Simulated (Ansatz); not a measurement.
The cell is an ordered 6-atom cell of Si2Ge on the diamond lattice (P-3m1); cell and atoms were relaxed with r2SCAN. The symmetry is P-3m1 (No. 164, trigonal); a = 3.899 Å, c = 9.554 Å in the conventional setting, 20.97 Å³ an atom. Si is surrounded by 3 Si at 2.38 Å and 1 Ge at 2.40 Å; Si is surrounded by 4 Si at 2.36–2.38 Å; Ge is surrounded by 1 Si at 2.40 Å and 3 Ge at 2.41 Å.

3 runs of the PAW code Ansatz on this cell differ in the functional (and in the settings that go with it). Levels are in eV from each run's valence top; v1 is the last filled band, c1 the first empty one.

Run A, mean stress 0.0 GPa (compression positive):

| point | v5 | v3 | v1 | c1 | c2 | c3 |
| --- | --- | --- | --- | --- | --- | --- |
| Γ | -1.20 | -0.16 | 0.00 | 1.73 | 1.79 | 2.98 |
| M | -3.37 | -3.19 | -1.97 | 1.06 | 1.12 | 2.27 |
| K | -5.04 | -2.53 | -2.52 | 1.89 | 1.89 | 2.19 |
| A | -1.65 | -0.91 | -0.28 | 1.57 | 2.48 | 2.58 |

Run B, mean stress -0.1 GPa (compression positive):

| point | v5 | v3 | v1 | c1 | c2 | c3 |
| --- | --- | --- | --- | --- | --- | --- |
| Γ | -1.23 | -0.16 | 0.00 | 2.34 | 2.43 | 3.62 |
| M | -3.44 | -3.25 | -2.01 | 1.70 | 1.76 | 2.92 |
| K | -5.15 | -2.58 | -2.57 | 2.54 | 2.54 | 2.83 |
| A | -1.68 | -0.94 | -0.29 | 2.20 | 3.12 | 3.22 |

Run C, mean stress 0.0 GPa (compression positive):

| point | v5 | v3 | v1 | c1 | c2 | c3 |
| --- | --- | --- | --- | --- | --- | --- |
| Γ | -1.15 | -0.15 | 0.00 | 1.31 | 1.46 | 2.51 |
| M | -3.23 | -3.06 | -1.91 | 0.73 | 0.80 | 1.88 |
| K | -4.80 | -2.43 | -2.43 | 1.53 | 1.53 | 1.85 |
| A | -1.58 | -0.87 | -0.31 | 1.24 | 2.09 | 2.17 |

Q: Match the runs to r2SCAN, HSE06, PBE0.

A: A is HSE06, B is PBE0, C is r2SCAN. In order of the gap: r2SCAN 0.60, HSE06 0.92, PBE0 1.55 eV.

These are computed values for a spin-unpolarised cell that may be hypothetical; none is a measurement.

Spin-orbit coupling is left out.

The program warns that its thresholds are loose for a hybrid's stress.

The meshes of the hybrids are coarse, so their gaps aren't converged to the digits shown.
